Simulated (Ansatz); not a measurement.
BC5 in space group P3m1 (No. 156; Pearson symbol hP6) at seven volumes, the program Ansatz at the PBE level (PAW), shape and atoms relaxed at each. One row is withheld.

| V (Å³/atom) | P (GPa) |
|---|---|
| 5.465 | 42.03 |
| 5.645 | ? |
| 5.825 | 12.07 |
| 6.006 | -0.01 |
| 6.186 | -10.50 |
| 6.366 | -19.60 |
| 6.546 | -27.50 |

Problem. Fit the shown pressures and predict the withheld one.

Solution. P = (3/2)B₀(x^(7/2) − x^(5/2))[1 + (3/4)(B′ − 4)(x − 1)] with x = (V₀/V)^(2/3). Least squares on the six rows gives V₀ = 6.005 Å³/atom, B₀ = 374 GPa, B′ = 3.70. At V = 5.645, x = 1.0421 and P = 25.92 GPa. The run itself gave 25.99 GPa.

The start of the workflow was typed in or built on a structure type; the Crystallography Open Database copy checked does not list it. Whether it is the stable phase at ambient conditions was not checked. The cell was relaxed with PBE under the symmetry of its start; whether a distortion lowers the energy is not shown. Its formation energy is positive at this level, so the cell may be metastable or incomplete.

Potentials: the earlier of the program's two PAW sets.
